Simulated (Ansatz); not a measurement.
RuClBr as a Janus 2H monolayer was relaxed with 5 functionals in the PAW code Ansatz, cell and atoms free, the symmetry of the start kept (meshes: PBE 12×12×1, r2SCAN 12×12×1, PBEsol 12×12×1, LDA 12×12×1, HSE06 6×6×1). The structure was generated, not taken from experiment, and needn't be the ground state; spin polarisation is off.

The HSE06 result:
```cif
data_structure
_symmetry_space_group_name_H-M 'P 1'
_symmetry_Int_Tables_number 1
_cell_length_a 3.5188
_cell_length_b 3.5188
_cell_length_c 30.4144
_cell_angle_alpha 90.000
_cell_angle_beta 90.000
_cell_angle_gamma 120.000
_cell_volume 326.13
loop_
_atom_site_label
_atom_site_type_symbol
_atom_site_fract_x
_atom_site_fract_y
_atom_site_fract_z
_atom_site_occupancy
Ru1 Ru 0.33333 0.66667 0.29097 1
Cl1 Cl 0.66667 0.33333 0.34884 1
Br1 Br 0.66667 0.33333 0.24793 1
```
The sheet repeats along a and b alone.

The sheet's in-plane cell has a = 3.519 Å, b = 3.519 Å (γ = 120.0°), and its outermost atoms lie 3.07 Å apart along the normal. Ru has 3 Br at 2.42 Å and 3 Cl at 2.69 Å; Cl has 3 Ru at 2.69 Å; Br has 3 Ru at 2.42 Å.

Q: How does the cell change with LDA?

A: a = 3.448 Å; the area differs by -4.0 % from HSE06's. Ru has 3 Br at 2.35 Å and 3 Cl at 2.67 Å; Cl has 3 Ru at 2.67 Å; Br has 3 Ru at 2.35 Å.

Q: How does the cell change with r2SCAN?

A: a = 3.524 Å; the area differs by +0.3 % from HSE06's. Around Ru lie 3 Br at 2.40 Å and 3 Cl at 2.72 Å; around Cl lie 3 Ru at 2.72 Å; around Br lie 3 Ru at 2.40 Å.

Q: Held at the r2SCAN cell, what mean stress do LDA and PBE find, and does its sign point to their own minimum?

A: Yes. LDA -3.38 N/m, and its relaxed area is -4.3 % from r2SCAN's; PBE +0.67 N/m, and its relaxed area is +1.1 % from r2SCAN's. Compression counts positive, so a positive stress asks for a larger cell.
